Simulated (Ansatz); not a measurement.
All numbers below come from DFT PBE, scalar-relativistic, plane waves, PAW, and for the lanthanide a 4f-in-core norm-conserving potential (Ansatz). Cutoff 770 eV, Γ-centred meshes of about 0.25 Å⁻¹ or finer for metals and 0.3 Å⁻¹ for insulators (2π included), Gaussian smearing. No spin polarisation.

All energies are static (0 K, no zero-point motion).

Two forms of ErSc2Sb3 were relaxed alike.

A.

```yaml
crystal:
  lattice:
    - [-2.11081, 2.99561, 6.32837]
    - [2.11081, -2.99561, 6.32837]
    - [2.11081, 2.99561, -6.32837]
  atoms:
    - { symbol: Er, position: [0.00000, 0.50000, 0.50000] }
    - { symbol: Sc, position: [0.66461, 0.16461, 0.50000] }
    - { symbol: Sc, position: [0.33539, 0.83539, 0.50000] }
    - { symbol: Sb, position: [0.17339, 0.17339, 0.00000] }
    - { symbol: Sb, position: [0.82661, 0.82661, 0.00000] }
    - { symbol: Sb, position: [0.50000, 0.50000, 0.00000] }
```

B.

```yaml
crystal:
  lattice:
    - [4.16160, 0.00000, 0.00000]
    - [0.00000, 4.16160, 0.00000]
    - [0.00000, 0.00000, 11.74497]
  atoms:
    - { symbol: Er, position: [0.50000, 0.50000, 0.00000] }
    - { symbol: Sc, position: [0.00000, 0.00000, 0.24445] }
    - { symbol: Sc, position: [0.00000, 0.00000, 0.75555] }
    - { symbol: Sb, position: [0.00000, 0.00000, 0.00000] }
    - { symbol: Sb, position: [0.50000, 0.50000, 0.73059] }
    - { symbol: Sb, position: [0.50000, 0.50000, 0.26941] }
```

Problem. Which form is favoured at zero pressure, and by what margin per atom?

Solution. A is lower, by 204 meV/atom. A has Er and Sc ordered on rock salt sites, space group Immm (No. 71), 26.7 Å³/atom and no gap on its mesh; B has space group P4/mmm (No. 123), 33.9 Å³/atom and no gap. Counting Sb atoms around Er and Sc (those within 1.25 times the shortest such distance or 1.15 times the sum of covalent radii), A has Er 6, Sc 6 and B has Er 6, Sc 5. In A, around Er lie 6 Sb at 3.00–3.04 Å; Sc is surrounded by 6 Sb at 2.94–3.00 Å; Sb on a site of symmetry mm2 is surrounded by 4 Sc at 2.94–3.00 Å and 2 Er at 3.04 Å; 1 more site not described. In B, around Er lie 4 Sb at 2.94 Å and 2 Sb at 3.16 Å; around Sc lie 5 Sb at 2.87–2.96 Å; around Sb on a site of symmetry 4/mmm lie 2 Sc at 2.87 Å and 4 Er at 2.94 Å; 1 more site not described. Both come from trial cells of a structure search.

No dispersion correction is applied, so the spacing and binding between layers, chains or molecules are poorly described (P4/mmm), and this can change margins and order among such cells. These runs have no spin–orbit coupling, which can matter for Sb. Trial moments fell under 0.15 μB along the way in P4/mmm; another start might hold them. Cells relaxed within their symmetry can be saddle points.

The lanthanide is trivalent by construction, without f bands, f moments or other valences.
